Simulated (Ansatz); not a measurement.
**Ir: tetragonal deformation path**

Method: DFT r2SCAN, scalar-relativistic, plane waves, PAW (Ansatz). Cutoff 500 eV, Γ-centred 24×24×24 k-points, Gaussian smearing of 0.15 eV. Spin–orbit coupling is left out, which can shift energies with elements as heavy as these. No spin polarisation. Energies are free energies at this smearing, counted from the undisturbed cell; pressure is positive in compression.

The undisturbed cell (as given, not relaxed at this level; it stands at 1.5 GPa):

```
CELL_PARAMETERS angstrom
0.00000 1.91970 1.91970
1.91970 0.00000 1.91970
1.91970 1.91970 0.00000
ATOMIC_POSITIONS crystal
Ir 0.00000 0.00000 0.00000
```

At fixed volume and fractional coordinates, lengths along (0.000, 0.000, 1.000) are scaled against those across it; ρ is that ratio over its starting value. The cell is metallic on the mesh throughout. At ρ = 0.707 the cell becomes cubic (Im-3m), and there the slope of the energy vanishes by symmetry.

| ρ | ΔE (meV/atom) | pressure (GPa) |
| --- | --- | --- |
| 0.650 | ? | ? |
| 0.707 | 711.3 | 14.5 |
| 0.780 | 529.0 | 11.2 |
| 0.850 | 264.6 | 6.4 |
| 0.920 | ? | ? |
| 0.960 | ? | ? |
| 1.000 | 0.0 | 1.5 |
| 1.050 | 28.0 | 2.1 |
| 1.100 | ? | ? |
| 1.200 | 374.3 | 10.4 |
| 1.300 | 720.7 | 20.5 |
| 1.414 | 1172.5 | 35.5 |
| 1.500 | 1546.0 | 49.4 |

Question: Give the withheld values.

Answer: ΔE (meV/atom) at ρ = 0.650: 580.8; pressure (GPa) at ρ = 0.650: 12.6; ΔE (meV/atom) at ρ = 0.920: 76.2; pressure (GPa) at ρ = 0.920: 3.0; ΔE (meV/atom) at ρ = 0.960: 18.9; pressure (GPa) at ρ = 0.960: 1.9; ΔE (meV/atom) at ρ = 1.100: 106.9; pressure (GPa) at ρ = 1.100: 3.9.